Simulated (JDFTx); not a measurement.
```json
{
  "surface": "Cd(1 1 -2 2)",
  "bulk": "Cd, P6_3/mmc, lattice of mp-94 (not re-optimised)",
  "slab": "12 atoms in 6 planes, 1x1, 6.7 Å between the outermost planes",
  "in-plane cell": "5.124 × 6.588 Å, 33.76 Å²",
  "cell_height": "22.6 Å",
  "sampling": "4×4×1 k mesh, Fermi smearing 0.01 Ha, no spin polarisation"
}
```

Level of theory: PBE, GBRV ultrasoft potentials, plane waves to 20/100 Ha; code: a modified build of JDFTx. Liquid: CANDLE, acetonitrile, 1 M KCl. The neutral cell holds 144 valence electrons and has two faces of 33.756 Å² each. Last filling lines of the neutral and of a charged run (μ in hartree, zero in the bulk liquid):

```
FillingsUpdate:  mu: -0.139318193  nElectrons: 144.000000
FillingsUpdate:  mu: -0.161330000  nElectrons: 143.721867
```

A calculation by hand: both potentials, by the convention U = −μ/e − 4.44 V vs SHE, the surface charge density and the mean capacitance.

U_pzc = 0.13932 × 27.2114 − 4.44 = -0.65 V; U = 0.16133 × 27.2114 − 4.44 = -0.05 V. The cell has -0.2781 excess electrons, a net charge of 0.2781 e, shared by two faces: σ = 0.2781 e / (2 × 33.756 Å²) = 0.00412 e/Å² = 6.6 μC/cm² (1 e/Å² = 1602.18 μC/cm²). C = σ/(U − U_pzc) = 6.6/0.60 ≈ 11 μF/cm². In this non-aqueous liquid the SHE scale is nominal.
